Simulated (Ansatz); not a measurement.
Input file for Ansatz (a first-principles code):

Ansatz 0.2 input:
```yaml
crystal:
  lattice:
    - [2.9893550313, 0.0, 0.0]
    - [0.0, 2.9893550313, 0.0]
    - [0.0, 0.0, 2.9893550313]
  atoms:
    - { symbol: Al, position: [0.0, 0.0, 0.0] }
    - { symbol: Ir, position: [0.5, 0.5, 0.5] }
kpoints:
  mp_grid: { grid: [29, 29, 29] }
hamiltonian:
  xc: pbesol
  pseudopotentials: { kind: paw }
scf:
  occupations: { method: fermi_dirac, width: 0.1 }
elastic: { mode: relaxed_ion, stencil: two_point, amplitude: 0.005, f_tol: 0.0005 }
```

Output (shortened):

```
Pseudopotentials: kind: paw
Pseudopotential: Al, paw, valence charge 3
Pseudopotential: Ir, paw, valence charge 17
Functional definition: PBEsol
Crystal: 2 atoms, lattice volume = 26.714 Å³
Basis set: ecut = 420 eV, 485 PW (Γ), exchange–correlation on 48×48×48 points (8 copies of the dense FFT grid, shifted against one another)
Bands: 14, of which v1, the nominal top of the filled ones, is band 10 counted from 1 (9 counted from 0)
Symmetry: 48 space group operations
Space group: Pm-3m (ITA 221), of the structure as read, at distance tolerance 3.0e-5 Å
k-points: 680 of 24389
PAW frozen core: Al, regenerated for the run's functional, and the local potential with it
PAW frozen core: Ir, regenerated for the run's functional, and the local potential with it
Initial wavefunctions: pseudopotential atomic-orbital guess
Eigensolver: davidson
Functional: x = pbesol(κ = 0.804, μ = 0.12345679012345678), c = pbesol(β = 0.046)
all-band conjugate gradients solve this SCF's bands
SCF 1 converged in 8 iterations: F = -12325.443187 eV  dr2 = 1.72e-14
density extrapolation: transplant  |δρ|_rms = 4.038e-2 e/Å³  SAD shift = 7.209e-3 e/Å³
Crystal: 2 atoms, lattice volume = 26.580 Å³
Symmetry: 16 space group operations
k-points: 1800 of 24389
Initial density: handed on by an earlier stage of this run
Initial wavefunctions: those handed on with the density
SCF 2 converged in 7 iterations: F = -12325.442388 eV  dr2 = 1.94e-14
density extrapolation: first-order (α = -2.000)  |δρ|_rms = 4.038e-2 e/Å³  SAD shift = 7.151e-3 e/Å³
Crystal: 2 atoms, lattice volume = 26.847 Å³
Basis set: ecut = 420 eV, 503 PW (Γ), exchange–correlation on 48×48×48 points (8 copies of the dense FFT grid, shifted against one another)
SCF 3 converged in 6 iterations: F = -12325.442577 eV  dr2 = 6.33e-15
density extrapolation: transplant  |δρ|_rms = 4.038e-2 e/Å³  SAD shift = 3.959e-3 e/Å³
Crystal: 2 atoms, lattice volume = 26.713 Å³
Basis set: ecut = 420 eV, 489 PW (Γ), exchange–correlation on 48×48×48 points (8 copies of the dense FFT grid, shifted against one another)
Symmetry: 8 space group operations
k-points: 3375 of 24389
SCF 4 converged in 6 iterations: F = -12325.442899 eV  dr2 = 6.03e-14
density extrapolation: first-order (α = -2.000)  |δρ|_rms = 4.038e-2 e/Å³  SAD shift = 3.959e-3 e/Å³
Crystal: 2 atoms, lattice volume = 26.713 Å³
SCF 5 converged in 6 iterations: F = -12325.442899 eV  dr2 = 4.58e-16
SCF converged after 8 iterations
Free energy (F): -12325.443187 eV
Harris-Foulkes:  -12325.443187 eV  (|F-HF|=7.28e-12)
Internal energy: -12325.425860 eV  (E = F + TS)
E sigma→0 (E₀):  -12325.434524 eV
Entropy (-TS):   -0.017327 eV (-8.663 meV/atom)
Fermi energy:    18.933134 eV
--- Per-component energies (eV) ---
  E_band       = -161.323876
  E_kinetic    = 652.680051
  E_local      = -1627.881379  (includes V_loc(G=0)·N_el)
  E_nonlocal   = 85.781459
  E_hartree    = 649.600524
  E_xc         = -308.448982
  E_vxc        = -332.185351  (∫ρ·V_xc dr)
  E_paw        = -9544.022833  (= ΣΔE_a)
  E_vpaw       = -238.919758  (= ΣTr[D̂ρ^β])
  E_aug_tail   = 0.000058  (compensation charges beyond the density's cutoff)
  E_ewald      = -2233.419183
  E_core_change = 0.284424  (= ΣΔE_core)
  E_smearing   = -0.017327  (= −TS)
  E_closure    = 0.000000  (closes the sum)
  Σ components = -12325.443187   (vs F -12325.443187, Δ=0.00e0)
--- Forces (eV/Å), atoms counted from 1 ---
  atom   1  Al     0.00000000     0.00000000     0.00000000
  atom   2  Ir     0.00000000     0.00000000     0.00000000
  max |Σ_I F_I| component: 0.0 eV/Å
--- Stress (GPa, compression-positive) ---
        0.083109       0.000000       0.000000
        0.000000       0.083109       0.000000
        0.000000       0.000000       0.083109
  P = ⅓ Tr σ = 0.0831 GPa (0.831 kbar)
  The stress holds the Pulay correction. Without it, at fixed plane waves, as pw.x and ABINIT print it: P = 0.0217 GPa
  The stress includes an estimate of the error left by incomplete SCF convergence (largest component  0.0000 GPa; it does not cover the PAW one-centre terms).
--- Band table (eV; the first three rows and the last of 680) ---
  k-point 0: bands = ["-73.7627", "-30.5988", "-30.5988", "-30.5988", "6.6258", "13.0552", "13.0552", "17.1593", "17.1593", "17.1593", "23.1916", "23.1916", "23.1916", "28.8182"]
  k-point 1: bands = ["-73.7626", "-30.6008", "-30.5987", "-30.5987", "6.6502", "13.0632", "13.0655", "17.1261", "17.1261", "17.1626", "23.0612", "23.2423", "23.2423", "28.7496"]
  k-point 2: bands = ["-73.7624", "-30.6064", "-30.5982", "-30.5982", "6.7228", "13.0871", "13.0953", "17.0307", "17.0307", "17.1721", "22.7101", "23.3904", "23.3904", "28.5532"]
  k-point 679: bands = ["-73.7459", "-30.7261", "-30.7261", "-30.7261", "12.1385", "12.1591", "12.1591", "18.7498", "18.7498", "20.0220", "20.7835", "21.0009", "21.0009", "25.6207"]
  band table: 14 of 14 bands, residual norms ≤ 1.0e-3 eV
--- Elastic constants: 2 strain directions × 2 members + reference (group order 48) ---
  dense FFT box of the reference and of every strained cell: 24×24×24
  strains applied: 11, 23; error gains: componentwise 1.00 (the most a stress slope's error grows in a printed constant), spectral 1.73 (1 for all six strains …
  C = ∂σ_k/∂η_j (tension-positive GPa; Voigt order 11 22 33 23 13 12):
       338.597    200.238    200.238      0.000      0.000      0.000
       200.238    338.597    200.238      0.000      0.000      0.000
       200.238    200.238    338.597      0.000      0.000      0.000
         0.000      0.000      0.000    138.393      0.000      0.000
         0.000      0.000      0.000      0.000    138.393      0.000
         0.000      0.000      0.000      0.000      0.000    138.393
  reference stress σ⁰ (GPa):     -0.083     -0.083     -0.083      0.000      0.000      0.000
  moduli (Voigt/Reuss/Hill, GPa): K = 246.36/246.36/246.36   G = 110.71/98.84/104.77   E = 275.29   ν = 0.314
  mechanically stable: yes (min eigenvalue of sym C = 138.36 GPa)
  strain η (Voigt 11):  stress-route row diagonal C_11 = 338.60 GPa, energy-path curvature d²(F+E_count+ΔE)/dδ²/Ω₀ = 338.53 GPa
         δ    σ_11 (GPa)             F (eV)   n_scf  n_hpsi   n_pw
    -5.000e-3      -1.8695      -12325.4423876       7  433227    536   relax 0 steps, max|allowed force component| 0.0 eV/Å
     5.000e-3       1.5165      -12325.4425770       6  381891    546   relax 0 steps, max|allowed force component| 0.0 eV/Å
  strain η (Voigt 23):  stress-route row diagonal C_44 = 138.39 GPa, energy-path curvature d²(F+E_count+ΔE)/dδ²/Ω₀ = 138.44 GPa
         δ    σ_23 (GPa)             F (eV)   n_scf  n_hpsi   n_pw
    -5.000e-3      -0.6920      -12325.4428989       6  788413    540   relax 0 steps, max|allowed force component| 0.0 eV/Å
     5.000e-3       0.6920      -12325.4428989       6  794447    540   relax 0 steps, max|allowed force component| 0.0 eV/Å
```

Cost: about 5 core-minutes (a rough figure) on shared cores.

The first step of the workflow began from a Materials Project structure, measured or hypothetical; the Crystallography Open Database copy checked does not list it. With Al and Ir taken as one species the cell has the higher symmetry Im-3m, so it may be an ordered model of a mixed-site phase. Its standing as an ambient phase is unchecked. The cell was relaxed with PBEsol under the symmetry of its start; of distortions, only those at the zone centre were tested. No spin polarisation was allowed. As this level gives no gap, shear constants depend on the k-mesh and smearing (Fermi–Dirac, 0.1 eV here). Scalar-relativistic: spin–orbit coupling is off unless named, which matters more the heavier the elements.

Potentials: the later of the program's two PAW sets.

Ansatz is a plane-wave DFT program.
